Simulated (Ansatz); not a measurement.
Values for one crystal, relaxed and computed with the program Ansatz at the r²SCAN level (PAW); other levels are named.

| Item | Value |
|---|---|
| Volume per atom | 12.52 Å³ |
| Electronic character | metallic (no gap) |
| Formation energy from the elements (no fitted shifts) | -0.15 eV/atom |
| Density of states at the Fermi level | 0.45 states/eV per atom (mean over ±0.08 eV) |

### Question
Which compound is it?
A) Ti2AlC, P6_3/mmc (Ti on 4f, Al on 2d, C on 2a)
B) Mn3GaC, anti-perovskite
C) GaO2, Fddd (Ga on 16f, O on 16g, O on 16d)
D) YC2, MoSi2 or CaC2 type

### Answer
B, Mn3GaC, anti-perovskite

Space group Pm-3m (anti-perovskite). The workflow started from an entry of the Crystallography Open Database (COD). Whether it is the stable phase at ambient conditions was not checked. The r²SCAN relaxation kept the symmetry of its start; its stability against distortions is not shown here. Magnetic state: ferromagnetic, the only order run, not a proven ground state. Other orbital occupations within this spin state were not tried. The references are the lowest solids computed at this level, not always the standard phases. The manganese reference at this level is a Cmcm phase, not α-Mn. Scalar-relativistic: spin–orbit coupling is off unless named, which matters more the heavier the elements.

Potentials: the later of the program's two PAW sets.
